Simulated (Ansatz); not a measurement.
LaAl3N4, ordered on the wurtzite lattice (P3m1) with 8 atoms a cell, relaxed with r2SCAN. The symmetry is P3m1 (No. 156, trigonal); conventional cell a = 3.268 Å, c = 10.962 Å, 12.68 Å³ an atom. Al has 4 N at 1.90–1.96 Å; Al has 4 N at 1.89–1.95 Å; Al has 4 N at 1.91–1.95 Å; La has 4 N at 2.22–2.56 Å; N has 4 Al at 1.90–1.95 Å; N has 1 Al at 1.89 Å and 3 La at 2.22 Å; N has 4 Al at 1.91–1.95 Å; N has 3 Al at 1.96 Å and 1 La at 2.56 Å.

The questions ask for values computed with the plane-wave code Ansatz on this geometry. No magnetic order. The prototype was imposed, so other structures may be more stable.

Given (12×12×2 mesh): The PBE gap is indirect, 1.03 eV (K to Γ), below the direct gap of 2.07 eV at K–Γ (0.20 of the way from K).

(1) Estimate the gap with PBE+SOC on 12×12×2.

(2) What does r2SCAN give for the gap (12×12×2 mesh)?

(3) How does the gap change from PBE to HSE06 (6×6×2)?

(4) What does PBE0 give for the gap (6×6×2 mesh)?

(5) What are ε∞ and the Born charges with r2SCAN?

(6) What do these levels agree on?

Results:

(1) The PBE+SOC gap is indirect, 1.04 eV (K to Γ), below the direct gap of 2.04 eV at M–K (0.50 of the way from M). The gap differs by +0.01 eV from PBE's.

(2) r2SCAN gives an indirect gap of 1.40 eV, from K to Γ; the least direct gap is 2.36 eV at K–Γ (0.20 of the way from K). The gap differs by +0.37 eV from PBE's.

(3) HSE06 gives an indirect gap of 2.07 eV, from K to Γ; the least direct gap is 3.02 eV at K–Γ (0.20 of the way from K). The gap differs by +1.04 eV from PBE's.

(4) The PBE0 gap is indirect, 2.75 eV (K to Γ), below the direct gap of 3.70 eV at K–Γ (0.20 of the way from K). The gap differs by +1.72 eV from PBE's.

(5) The clamped-ion dielectric constant comes out as 6.70 along x and y, 5.56 along z. Born charges, averaged over directions: Al +2.50 to +2.85, La +3.83, N -3.66 to -2.74 e.

(6) r2SCAN covers 36 % of the step from PBE to HSE06, while HSE06 needs about 9 times r2SCAN's rough cost (on a coarser mesh). Spin-orbit coupling moves the least or the direct gap by up to 0.04 eV, so it can be left out where a tenth of an eV counts. All these functionals give a gap of the same kind, indirect.

Only the levels marked +SOC include spin-orbit coupling.
